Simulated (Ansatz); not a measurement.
Ansatz (a first-principles code) input:

Ansatz 0.2 input:
```yaml
crystal:
  lattice:
    - [3.0961779803, 0.0, 0.0]
    - [-1.5480889902, 2.6813687856, 0.0]
    - [0.0, 0.0, 3.5014024115]
  atoms:
    - { symbol: Si, position: [0.0, 0.0, 0.0] }
    - { symbol: Mo, position: [0.3333333333, 0.6666666667, 0.5] }
kpoints:
  mp_grid: { grid: [15, 15, 12] }
hamiltonian:
  xc: pbesol
  pseudopotentials: { kind: paw }
scf:
  occupations: { method: fermi_dirac, width: 0.1 }
phonons:
  method: dfpt
  response_accuracy: low
  eigenvectors: true
  rigid_motions: translations
```

Output (shortened):

```
Pseudopotential: Si, paw, valence charge 4
Pseudopotential: Mo, paw, valence charge 14
Functional definition: PBEsol
Crystal: 2 atoms, lattice volume = 29.069 Å³
Basis set: ecut = 420 eV, 563 PW (Γ), exchange–correlation on 48×48×48 points (8 copies of the dense FFT grid, shifted against one another)
Bands: 13, of which v1, the nominal top of the filled ones, is band 9 counted from 1 (8 counted from 0)
Symmetry: 12 space group operations
k-points: 448 of 2700 (irreducible under 4 space group operations, time reversal used)
SCF iter   1: F=—  HF=-5519.676870 eV  |F-HF|=—  |Δ(HF+E_count)|=         —  Δρ=8.28e-3  dr2=1.51e-2  ethr=1.77e-3  ⟨swp⟩=5.0  Hψ=35272  notcnv=0
preconditioner: auto → none
SCF iter   2: F=—  HF=-5519.674709 eV  |F-HF|=—  |Δ(HF+E_count)|=   2.16e-3  Δρ=4.76e-3  dr2=5.36e-3  ethr=8.38e-5  ⟨swp⟩=1.0  Hψ=9409  notcnv=0
SCF iter   3: F=—  HF=-5519.673652 eV  |F-HF|=—  |Δ(HF+E_count)|=   1.06e-3  Δρ=2.83e-4  dr2=1.52e-5  ethr=2.98e-5  ⟨swp⟩=2.1  Hψ=7680  notcnv=0
SCF iter   4: F=—  HF=-5519.673651 eV  |F-HF|=—  |Δ(HF+E_count)|=   1.30e-6  Δρ=5.87e-5  dr2=4.78e-7  ethr=8.43e-8  ⟨swp⟩=2.5  Hψ=9222  notcnv=0
SCF iter   5: F=—  HF=-5519.673651 eV  |F-HF|=—  |Δ(HF+E_count)|=   3.25e-7  Δρ=7.34e-6  dr2=1.26e-8  ethr=2.66e-9  ⟨swp⟩=2.2  Hψ=9393  notcnv=0
SCF iter   6: F=—  HF=-5519.673651 eV  |F-HF|=—  |Δ(HF+E_count)|=   4.30e-9  Δρ=1.55e-6  dr2=3.13e-10  ethr=6.99e-11  ⟨swp⟩=2.5  Hψ=9865  notcnv=0
SCF iter   7: F=-5519.673651 eV  HF=-5519.673651 eV  |F-HF|=9.09e-13  |Δ(HF+E_count)|=  4.27e-11  Δρ=2.50e-7  dr2=5.75e-12  ethr=1.00e-12  ⟨swp⟩=6.0  Hψ=25472  notcnv=0
SCF 1 converged in 7 iterations: F = -5519.673651 eV  dr2 = 5.75e-12
DFPT response loops at Γ: preconditioner auto → Kerker (q_TF=auto, 2.519 Å⁻¹) (partly filled bands, converged f_vac=0.000) …
SCF converged after 7 iterations
Free energy (F): -5519.673651 eV
Harris-Foulkes:  -5519.673651 eV  (|F-HF|=9.09e-13)
Internal energy: -5519.646210 eV  (E = F + TS)
E sigma→0 (E₀):  -5519.659930 eV
Entropy (-TS):   -0.027441 eV (-13.721 meV/atom)
Fermi energy:    15.847186 eV
--- Per-component energies (eV) ---
  E_band       = -79.018274
  E_kinetic    = 485.850676
  E_local      = -1070.983645  (includes V_loc(G=0)·N_el)
  E_nonlocal   = 170.954216
  E_hartree    = 380.546085
  E_xc         = -239.267921
  E_vxc        = -278.139569  (∫ρ·V_xc dr)
  E_paw        = -3642.928252  (= ΣΔE_a)
  E_vpaw       = -147.792119  (= ΣTr[D̂ρ^β])
  E_aug_tail   = 0.000040  (compensation charges beyond the density's cutoff)
  E_ewald      = -1604.058268
  E_core_change = 0.240860  (= ΣΔE_core)
  E_smearing   = -0.027441  (= −TS)
  E_closure    = 0.000000  (closes the sum)
  Σ components = -5519.673651   (vs F -5519.673651, Δ=0.00e0)
  [band-id]    e_kinetic+e_local+e_nonlocal+2·e_hartree+e_vxc+e_vpaw+e_augmentation_tail = -79.018231   (vs E_band -79.018274, Δ=4.36e-5)
--- Band table (eV; the first three rows and the last of 448) ---
  k-point 0: bands = ["-44.5220", "-18.7166", "-18.4297", "-18.4297", "4.6423", "12.3361", "14.5822", "14.5822", "16.3936", "16.9276", "16.9276", "23.3181", "23.3181"]
  k-point 1: bands = ["-44.5216", "-18.7254", "-18.4291", "-18.4291", "4.7458", "12.2442", "14.6107", "14.6107", "16.2967", "16.8020", "16.8020", "23.4672", "23.4672"]
  k-point 2: bands = ["-44.5204", "-18.7493", "-18.4277", "-18.4277", "5.0483", "11.9319", "14.6910", "14.6910", "16.1305", "16.4916", "16.4916", "23.6625", "23.6625"]
  k-point 447: bands = ["-44.4665", "-18.7911", "-18.7583", "-18.5918", "8.1984", "11.9811", "12.0966", "14.2863", "14.4354", "17.3100", "18.8469", "21.0842", "22.5779"]
--- Phonons (Γ-DFPT): 4 representative perturbations + reference, on 448 of 2700 k-points (Σ response iterations 10) ---
  ASR residual: 8.362e-4 → 0.000e0 eV/Å²; symmetrization residual: 1.373e-6 eV/Å²
  ASR residual per site (eV/Å²): 3.48e-5 8.36e-4
  Γ frequencies (cm⁻¹): 0.00 0.00 0.00 324.34 324.34 413.92
  non-analytic LO–TO correction: not included (Born effective charges unavailable; polar crystals: no LO–TO splitting at Γ)
```

Cost: roughly 60 core-seconds on shared cores.

Space group P-6m2. The workflow started from a Materials Project entry (that database holds measured and hypothetical structures alike); the Crystallography Open Database copy checked does not list it. Whether it is the stable phase at ambient conditions was not checked. The cell was relaxed with PBEsol under the symmetry of its start; whether a distortion lowers the energy is not shown. No spin polarisation was allowed. As this level gives no gap, phonon frequencies hold no LO–TO term and depend on the k-mesh and smearing (Fermi–Dirac, 0.1 eV here). Spin–orbit coupling is left out wherever it is not named.

Potentials: the later of the program's two PAW sets.

Ansatz is a plane-wave DFT program.
